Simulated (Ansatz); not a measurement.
Property card for GaSb

GaSb:
```cif
data_Ga4Sb4
_chemical_formula_sum 'Sb4 Ga4'
_space_group_name_H-M_alt 'Fm-3m'
_space_group_IT_number 225
_space_group_name_Hall '-F 4 2 3'
_cell_length_a 5.69564
_cell_length_b 5.69564
_cell_length_c 5.69564
_cell_angle_alpha 90.000
_cell_angle_beta 90.000
_cell_angle_gamma 90.000
loop_
_atom_site_label
_atom_site_type_symbol
_atom_site_symmetry_multiplicity
_atom_site_Wyckoff_symbol
_atom_site_fract_x
_atom_site_fract_y
_atom_site_fract_z
_atom_site_occupancy
Sb1 Sb 4 a 0.00000 0.00000 0.00000 1
Ga1 Ga 4 b 0.50000 0.50000 0.50000 1
```
(The calculation used a cell of 2 atoms; values per cell refer to that cell.)

Space group Fm-3m (No. 225), rock salt; conventional cell a = b = c = 5.6956 Å, α = β = γ = 90.00°.

Method: PBEsol (plane waves, PAW; program Ansatz). Structure relaxed to zero pressure with the same functional. Other levels are named where they apply.

**Cell and energy**

- Volume per atom: 23.10 Å³
- Density: 6.88 g/cm³
- Formation energy from the elements (no fitted shifts): 0.027 eV/atom

**Electronic structure**

* **Electronic character**: metallic (no gap)
* **Density of states at the Fermi level**: 0.52 states/eV per atom (mean over ±0.08 eV)
* **Gap with spin–orbit coupling**: none (metallic)

**Mechanics**

- Bulk modulus (Birch–Murnaghan fit): 64.6 GPa
- Pressure derivative B′: 4.9
- Elastic constants (relaxed ions, GPa): C11 = 134, C12 = 30.3, C44 = 7.5
- Mechanical stability: stable (all eigenvalues of C positive)
- Hill bulk and shear moduli: 64.8 and 18.3 GPa
- Young's modulus: 50.1 GPa
- Poisson's ratio: 0.37
- Debye temperature from the elastic constants: 192 K

**Phonons**

- Highest zone-centre frequency = 121 cm⁻¹
- Zone-centre stability = no imaginary mode at Γ

The start of the workflow was typed in or built on a structure type; neither database checked (COD, Materials Project) lists it. It is not the phase usual at ambient conditions (space group No. 216). The PBEsol relaxation kept the symmetry of its start. As this level gives no gap, shear constants depend on the k-mesh and smearing (Fermi–Dirac, 0.1 eV here). As this level gives no gap, phonon frequencies hold no LO–TO term and depend on the k-mesh and smearing (Fermi–Dirac, 0.1 eV here). The references are the lowest solids computed at this level, not always the standard phases. Spin–orbit coupling is left out wherever it is not named.

Potentials: the later of the program's two PAW sets.
